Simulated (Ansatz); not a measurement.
Input:

Cs:
```cif
data_Cs2
_chemical_formula_sum 'Cs2'
_space_group_name_H-M_alt 'P 1'
_space_group_IT_number 1
_cell_length_a 7.35358
_cell_length_b 7.35358
_cell_length_c 7.35358
_cell_angle_alpha 97.502
_cell_angle_beta 97.502
_cell_angle_gamma 137.635
loop_
_space_group_symop_operation_xyz
  'x, y, z'
loop_
_atom_site_label
_atom_site_type_symbol
_atom_site_fract_x
_atom_site_fract_y
_atom_site_fract_z
_atom_site_occupancy
Cs1 Cs 0.75000 0.25000 0.50000 1
Cs2 Cs 0.00000 0.00000 0.00000 1
```

This is the r²SCAN-relaxed structure.

All from DFT-r²SCAN in the program Ansatz with PAW potentials, unless another level is named. Estimate the highest zone-centre frequency.

36 cm⁻¹.

Give the bulk modulus (Birch–Murnaghan fit).

1.7 GPa.

Space group I4_1/amd (β-Sn type). A made-up cell: these elements were put on the sites of a structure type; the Crystallography Open Database copy checked does not list it. It is not the phase usual at ambient conditions (space group No. 229). Symmetry was held in the r²SCAN relaxation; of distortions, only those at the zone centre were tested. As this level gives no gap, phonon frequencies hold no LO–TO term and depend on the k-mesh and smearing (Fermi–Dirac, 0.1 eV here). Spin–orbit coupling is left out wherever it is not named.

Potentials: the later of the program's two PAW sets.
